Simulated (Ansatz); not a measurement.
The calculation used DFT PBE, scalar-relativistic, plane waves, PAW in Ansatz. Settings: cutoff 420 eV, Γ-centred meshes spaced at most about 0.3 Å⁻¹, and about 0.25 Å⁻¹ or finer for metals (2π included), Gaussian smearing. No spin polarisation in the final relaxations.

Temperature and zero-point effects are left out.

Compare these two cells of LiC2, each relaxed at this level.

1.

```xyz
6
Lattice="3.9431 -4.0316 0.0000 3.9431 4.0316 0.0000 0.0000 0.0000 2.6263" Properties=species:S:1:pos:R:3 pbc="T T T"
Li    1.9715    2.0158    0.0000
Li    1.9715   -2.0158    0.0000
C     0.7282    0.7246    1.3132
C     7.1580   -0.7246    1.3132
C     0.7282   -0.7246    1.3132
C     7.1580    0.7246    1.3132
```

2.

```xyz
3
Lattice="3.6447 0.0000 0.0000 -1.8223 3.1564 0.0000 0.0000 0.0000 3.4996" Properties=species:S:1:pos:R:3 pbc="T T T"
Li    0.0000    0.0000    0.0000
C     1.8223    1.0521    2.3822
C     1.8223    1.0521    1.1174
```

Question: Which form is favoured at zero pressure, and by what margin per atom?

Answer: Cell 1 is lower, by 178 meV/atom. Cell 1 has space group Cmmm (No. 65), 13.9 Å³/atom and no gap on its mesh; cell 2 has space group P-6m2 (No. 187), 13.4 Å³/atom and no gap. Counting C atoms around Li (those within 1.25 times the shortest such distance or 1.15 times the sum of covalent radii), cell 1 has Li 4 and cell 2 has Li 6. Cell 1 holds C–C units of three or more atoms (shortest 1.45 Å); cell 2 holds C–C pairs (shortest 1.26 Å). The lower one is the more open, so pressure narrows the difference. Even the lower one lies +1.10 eV/atom against the reference forms of the elements (uncorrected), so neither is stable at this level. In cell 1, Li is surrounded by 4 C at 2.22 Å and 2 Li at 2.63 Å; C is surrounded by 2 C at 1.45–1.46 Å, 1 C at 2.05 Å and 2 Li at 2.22 Å. In cell 2, around Li lie 6 C at 2.38 Å; C is surrounded by 1 C at 1.26 Å, 1 C at 2.23 Å and 3 Li at 2.38 Å. Both come from invented guesses.

In P-6m2 an odd number of electrons in the primitive cell allows no gap without spin; a larger cell or a magnetic state could open one. Cells relaxed within their symmetry can be saddle points; a later kick test found a lower structure for LiC2 P-6m2.
